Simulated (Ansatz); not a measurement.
## Compressing Sb2Ru

All numbers below come from Ansatz, DFT r2SCAN, scalar-relativistic, plane waves, PAW. (500 eV cutoff, 6×6×12 k-mesh, Gaussian smearing of 0.01 eV, no spin polarisation)

Reference structure (relaxed):

```yaml
crystal:
  lattice:
    - [5.97838, 0.00000, 0.00000]
    - [0.00000, 6.71389, 0.00000]
    - [0.00000, 0.00000, 3.21365]
  atoms:
    - { symbol: Sb, position: [0.18251, 0.35879, 0.00000] }
    - { symbol: Sb, position: [0.81749, 0.64121, 0.00000] }
    - { symbol: Sb, position: [0.68251, 0.14121, 0.50000] }
    - { symbol: Sb, position: [0.31749, 0.85879, 0.50000] }
    - { symbol: Ru, position: [0.00000, 0.00000, 0.00000] }
    - { symbol: Ru, position: [0.50000, 0.50000, 0.50000] }
```

Cell and atoms are relaxed at each pressure within the symmetry of the start, at zero temperature, so transitions that lower the symmetry aren't seen. The k-mesh given is that at zero pressure and may differ at others. a, b and c are the lengths of the cell vectors above. Gaps are generalised Kohn–Sham gaps over the whole zone.

Spin-orbit coupling is left out, which matters for the bands and energies of heavy elements.

| P (GPa) | V (Å³/atom) | V/V0 | a (Å) | b (Å) | c (Å) |
| --- | --- | --- | --- | --- | --- |
| -1 | 21.68 | 1.008 | 5.990 | 6.731 | 3.226 |
| 0 | 21.50 | 1.000 | 5.978 | 6.714 | 3.214 |
| 1 | 21.34 | 0.993 | 5.968 | 6.697 | 3.203 |
| 4 | 20.87 | 0.971 | 5.933 | 6.655 | 3.171 |
| 12 | 19.85 | 0.923 | 5.858 | 6.559 | 3.100 |
| 25 | 18.64 | 0.867 | 5.760 | 6.440 | 3.015 |
| 50 | 17.05 | 0.793 | 5.619 | 6.277 | 2.901 |
| 90 | 15.44 | 0.718 | 5.455 | 6.105 | 2.782 |

Question: What bulk modulus and pressure derivative fit these points?

Answer: A third-order Birch–Murnaghan fit gives B0 = 126 GPa and B0' = 4.6.

Question: Which cell vector or vectors give way most up to 90 GPa?

Answer: c: the changes are a -8.8 %, b -9.1 %, c -13.4 %.

Question: What does pressure do to the gap?

Answer: The gaps are 0.15 eV at -1 GPa, 0.15 eV at 0 GPa, 0.15 eV at 1 GPa, 0.15 eV at 4 GPa, 0.14 eV at 12 GPa, 0.12 eV at 25 GPa, 0.05 eV at 50 GPa, metal at 90 GPa. It closes between 50 and 90 GPa.